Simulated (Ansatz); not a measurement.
SrMgF$_{4}$:
```
SrMgF4
1.0
    1.97234    -7.20545     0.00000
    1.97234     7.20545     0.00000
    0.00000     0.00000     5.61261
Sr Mg F
2 2 8
Direct
  0.34204   0.65796   0.04177
  0.65796   0.34204   0.54177
  0.91558   0.08442   0.59522
  0.08442   0.91558   0.09522
  0.83823   0.16177   0.31039
  0.16177   0.83823   0.81039
  0.03428   0.96572   0.43126
  0.96572   0.03428   0.93126
  0.79830   0.20170   0.78782
  0.20170   0.79830   0.28782
  0.41553   0.58447   0.61652
  0.58447   0.41553   0.11652
```

Relaxed with r²SCAN. Special points in fractions of this cell's reciprocal vectors: Γ (0.000, 0.000, 0.000); Y (-0.500, 0.500, 0.000); C0 (-0.269, 0.731, 0.000); Σ0 (0.269, 0.269, 0.000); Z (0.000, 0.000, 0.500); A0 (0.269, 0.269, 0.500); E0 (-0.269, 0.731, 0.500); T (-0.500, 0.500, 0.500); S (0.000, 0.500, 0.000); R (0.000, 0.500, 0.500).

Q: List the band energies nearest the valence-band maximum at these points for plane-wave PAW r²SCAN (Ansatz code).

A: In eV from the valence-band maximum; about four levels below and three above (degenerate sets whole), none deeper than 8.9 eV; points with the same levels are listed once.

```csv
k,below,above
Γ,-0.30 -0.24 -0.19 -0.04,7.75 9.82 10.50
Y,-0.45 -0.32 -0.21 -0.18,8.70 9.22 10.22
C0,-0.21 -0.21 -0.15 -0.04,9.67 10.18 10.48
Z,-0.46 -0.46 -0.46 -0.46 -0.14 -0.14,9.27 9.27 10.44 10.44
A0,-0.22 -0.22 -0.03 -0.03,9.99 9.99 10.52 10.52
T,-0.42 -0.42 -0.22 -0.22,9.55 9.55 10.63 10.63
S,-0.30 -0.21 -0.13 -0.01,9.65 10.24 10.37
R,-0.21 -0.21 -0.03 -0.03,9.98 9.98 10.55 10.55
```

Space group Cmc2_1. The workflow started from a Materials Project entry (that database holds measured and hypothetical structures alike); the Crystallography Open Database files this formula in space group No. 36, but the cells were not matched. Its standing as an ambient phase is unchecked. The cell was relaxed with r²SCAN under the symmetry of its start; whether a distortion lowers the energy is not shown. Scalar-relativistic: spin–orbit coupling is off unless named, which matters more the heavier the elements.

Potentials: the earlier of the program's two PAW sets. The files were generated under PBE; for other functionals the program regenerates the frozen cores, and for LDA and PBEsol the local potential too.
